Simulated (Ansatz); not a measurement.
MoPt (CsCl type, Pm-3m) under volume change, the program Ansatz at the PBEsol level (PAW), scaled uniformly.

| V (Å³/atom) | E − E(relaxed) (meV/atom) | P (GPa) |
|---|---|---|
| 14.090 | 127.5 | 32.04 |
| 14.554 | 53.3 | 19.50 |
| 15.019 | ___ | ___ |
| 15.483 | 0.0 | 0.00 |
| 15.948 | ___ | ___ |
| 16.412 | 42.4 | -13.82 |
| 16.877 | 90.3 | -19.11 |

**Question.** What belongs in the gaps?

**Answer.** 
- 15.019, E − E(relaxed) (meV/atom): 12.6
- 15.019, P (GPa): 8.92
- 15.948, E − E(relaxed) (meV/atom): 11.2
- 15.948, P (GPa): -7.51

**Question.** What does a third-order Birch–Murnaghan fit give for V₀, B₀ and B′?

**Answer.** V₀ = 15.48 Å³/atom, B₀ = 272 GPa, B′ = 4.7.

The start of the workflow was typed in or built on a structure type; neither database checked (COD, Materials Project) lists it. Whether it is the stable phase at ambient conditions was not checked. The PBEsol relaxation kept the symmetry of its start. At this level the phase is mechanically unstable. The run is not spin-polarised. Its formation energy is positive at this level, so the cell may be metastable or incomplete. Scalar-relativistic: spin–orbit coupling is off unless named, which matters more the heavier the elements.

Potentials: the earlier of the program's two PAW sets. The files were generated under PBE; for other functionals the program regenerates the frozen cores, and for LDA and PBEsol the local potential too.
